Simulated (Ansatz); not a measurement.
A geometry of TiO away from equilibrium: the start of the relaxation of a relaxed TiO cell displaced along its unstable phonon at q = (½, 0, 0) of its primitive reciprocal cell (66i cm⁻¹), largest move 0.15 Å. The numbers are results of PBEsol (plane waves to 420 eV, PAW, scalar-relativistic; Ansatz, a program for electronic structure), not measurements. Γ-centred k-mesh 7×14×6 on the run's cell (coarser than for final values), Fermi–Dirac smearing 0.05 eV.

```xyz
8
Lattice="5.4905 0.0000 0.0000 -1.3726 2.3774 0.0000 0.0000 0.0000 5.7149" Properties=species:S:1:pos:R:3 pbc="T T T"
Ti    -0.1282    -0.0740    -0.0244
Ti     2.8734     0.0740     0.0244
Ti     0.1282     0.0740     2.8331
Ti     2.6171    -0.0740     2.8818
O      0.0000     1.5850     1.3421
O      2.7452     1.5850     1.5153
O      1.3726     0.7925     4.3727
O      4.1179     0.7925     4.1995
```

Task: Predict the force on each atom, in eV/Å.

Result: 
```
atom     Fx     Fy     Fz
----  -----  -----  -----
Ti1    0.95   0.55   0.01
Ti2   -0.95  -0.55  -0.01
Ti3   -0.95  -0.55   0.01
Ti4    0.95   0.55  -0.01
O5     0.08   0.05   0.07
O6     0.08   0.05  -0.07
O7    -0.08  -0.05  -0.07
O8    -0.08  -0.05   0.07
```

Task: What is the pressure?

Result: +3.0 GPa, compression positive.

Task: How far above the relaxed end point is this geometry?

Result: 0.02 eV/atom; the path ends in Pnma (No. 62).

No spin polarisation in the result. No Hubbard U is applied.

The run could not lose the symmetry of its start: the end is stationary, and may be a saddle point rather than a minimum.

Of the parent cell (P6₃/mmc (No. 194)): The first start was generated by placing the elements on the sites of a structure type. Materials Project lists a structure of TiO in the same space group, P6₃/mmc (No. 194); the sites were not compared with it, nor with measured phases.

The end of the path is a generated cell of TiO: the first start was made by placing the elements on the sites of a structure type, and the end was not matched to a known phase here, so it may be hypothetical.
